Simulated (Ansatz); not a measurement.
Property card for GaN

GaN:
```cif
data_GaN
_chemical_formula_sum 'Ga1 N1'
_space_group_name_H-M_alt 'Pm-3m'
_space_group_IT_number 221
_space_group_name_Hall '-P 4 2 3'
_cell_length_a 2.70255
_cell_length_b 2.70255
_cell_length_c 2.70255
_cell_angle_alpha 90.000
_cell_angle_beta 90.000
_cell_angle_gamma 90.000
loop_
_atom_site_label
_atom_site_type_symbol
_atom_site_symmetry_multiplicity
_atom_site_Wyckoff_symbol
_atom_site_fract_x
_atom_site_fract_y
_atom_site_fract_z
_atom_site_occupancy
Ga1 Ga 1 a 0.00000 0.00000 0.00000 1
N1 N 1 b 0.50000 0.50000 0.50000 1
```

Space group Pm-3m (No. 221), CsCl type; conventional cell a = b = c = 2.7026 Å, α = β = γ = 90.00°.

Method: DFT-PBEsol in the program Ansatz with PAW potentials. Geometry: relaxed at this level of theory. Other levels are named where they apply.

Cell and energy:

```
Item                                                         Result
-----------------------------------------------------  ------------
Volume per atom                                             9.87 Å³
Density                                                  7.04 g/cm³
Formation energy from the elements (no fitted shifts)  1.02 eV/atom
```

Electronic structure:

```
Property                                                                     Value
------------------------------------  --------------------------------------------
Electronic character                                             metallic (no gap)
Density of states at the Fermi level  0.60 states/eV per atom (mean over ±0.08 eV)
Gap with spin–orbit coupling                                       none (metallic)
```

Mechanics:

```
Item                                                                   Result
-------------------------------------  --------------------------------------
Bulk modulus (Birch–Murnaghan fit)                                    169 GPa
Pressure derivative B′                                                    4.6
Elastic constants (relaxed ions, GPa)       C11 = 303, C12 = 101, C44 = -74.1
Mechanical stability                   unstable (C has a negative eigenvalue)
```

Phonons:

```
Property                                         Result
---------------------  --------------------------------
Zone-centre stability  unstable, softest mode 258i cm⁻¹
```

A made-up cell: these elements were put on the sites of a structure type; neither database checked (COD, Materials Project) lists it. It is not the phase usual at ambient conditions (space group No. 186, 216). Symmetry was held in the PBEsol relaxation. As this level gives no gap, shear constants depend on the k-mesh and smearing (Fermi–Dirac, 0.1 eV here). As this level gives no gap, phonon frequencies hold no LO–TO term and depend on the k-mesh and smearing (Fermi–Dirac, 0.1 eV here). The references are the lowest solids computed at this level, not always the standard phases (solids in place of the gases). Scalar-relativistic: spin–orbit coupling is off unless named, which matters more the heavier the elements.

Potentials: the earlier of the program's two PAW sets. The files were generated under PBE; for other functionals the program regenerates the frozen cores, and for LDA and PBEsol the local potential too.
